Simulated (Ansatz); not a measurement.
## Equation of state of YPb₃

```yaml
crystal:
  lattice:
    - [4.82300, 0.00000, 0.00000]
    - [0.00000, 4.82300, 0.00000]
    - [0.00000, 0.00000, 4.82300]
  atoms:
    - { symbol: Y, position: [0.00000, 0.00000, 0.00000] }
    - { symbol: Pb, position: [0.00000, 0.50000, 0.50000] }
    - { symbol: Pb, position: [0.50000, 0.00000, 0.50000] }
    - { symbol: Pb, position: [0.50000, 0.50000, 0.00000] }
```

The cell is COD entry 1523308, as deposited and not checked against the literature; nothing was relaxed.

Spin polarisation is left out, and whether a magnetic state lies lower isn't shown here.

No spin–orbit coupling, which matters for the heavy atoms here.

Methods: DFT, PBEsol, all-electron LAPW, scalar-relativistic (Ansatz 0.2.0); DFT, PBEsol, PAW with Ansatz's default frozen-core files, scalar-relativistic (Ansatz 0.2.0).

For LAPW: a Γ-centred 8×8×8 k mesh, Fermi–Dirac smearing of 0.08 eV, basis error target 0.5 meV/atom, no spin polarisation. PAW takes a cutoff of 420 eV at this cell (files made with PBE, cores remade for this functional). The Ansatz runs share mesh, smearing and spin set-up. Plane-wave (PAW) pressures include the program's estimate of the Pulay term.

The cell above is scaled evenly, with fractional coordinates and shape held.

```
V/V(cell)  V (Å³/atom)  P, LAPW (GPa)  P, PAW (GPa)  free energy over the lowest listed, PAW (meV/atom)
   0.9400       26.365           3.35          3.34                                                13.6
   0.9800       27.486              ?             ?                                                   ?
   1.0000       28.047          -0.52         -0.52                                                 0.0
   1.0100       28.328          -1.04         -1.05                                                 1.4
   1.0400       29.169          -2.46         -2.46                                                10.7
```

Question: Fill in the row V/V(cell) = 0.9800.

Answer: P, LAPW (GPa) = 0.63, P, PAW (GPa) = 0.62, free energy over the lowest listed, PAW (meV/atom) = 0.1.

Question: What do Birch–Murnaghan fits to the pressures give?

Answer: LAPW: V0 = 27.79 Å³/atom, B0 = 57 GPa, B0′ = 4.6; PAW: V0 = 27.78 Å³/atom, B0 = 57 GPa, B0′ = 4.6.

PAW's V0 lies -0.01 % from the all-electron value and its B0 0.0 %. Symmetry fixes shape and coordinates here, so this is the relaxed modulus.
